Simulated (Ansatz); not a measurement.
Ti₃Al:
```
CELL_PARAMETERS angstrom
      2.89680     0.00000     0.00000
     -1.44840     2.50870     0.00000
      0.00000     0.00000     9.13290
ATOMIC_POSITIONS crystal
  Ti 0.66667 0.33333 0.00000
  Ti 0.33333 0.66667 0.75135
  Ti 0.33333 0.66667 0.24865
  Al 0.66667 0.33333 0.50000
```

Relaxed with PBEsol. Special points in fractions of this cell's reciprocal vectors: Γ (0.000, 0.000, 0.000); M (0.500, 0.000, 0.000); K (0.333, 0.333, 0.000); A (0.000, 0.000, 0.500); L (0.500, 0.000, 0.500); H (0.333, 0.333, 0.500).

Problem. List the band energies nearest the Fermi level at these points for PBEsol (plane waves, PAW; program Ansatz).

Solution. In eV from the Fermi level; about four levels below and three above (degenerate sets whole), none deeper than 8.9 eV; points with the same levels are listed once.

```json
[
 {"k": "Γ", "below": "-5.08 -4.84 -2.52 -0.77", "above": "0.56 0.79 0.86 0.86"},
 {"k": "M", "below": "-1.50 -1.25 -0.64 -0.36", "above": "0.93 1.07 1.20"},
 {"k": "K", "below": "-0.70 -0.57 -0.28 -0.09", "above": "0.18 1.74 2.55"},
 {"k": "A", "below": "-5.81 -3.41 -3.15 -1.04", "above": "0.50 0.83 0.86 0.86"},
 {"k": "L", "below": "-2.06 -1.57 -1.24 -0.95", "above": "0.00 0.89 0.94"},
 {"k": "H", "below": "-1.18 -0.88 -0.66 -0.08", "above": "0.04 0.13 1.82"}
]
```

Space group P-6m2. The workflow started from a Materials Project entry (that database holds measured and hypothetical structures alike); the Crystallography Open Database copy checked does not list it. With Ti and Al taken as one species the cell has the higher symmetry P6_3/mmc, so it may be an ordered model of a mixed-site phase. It is not the phase usual at ambient conditions (space group No. 194). Symmetry was held in the PBEsol relaxation; its stability against distortions is not shown here. No spin polarisation was allowed.

Potentials: the later of the program's two PAW sets.
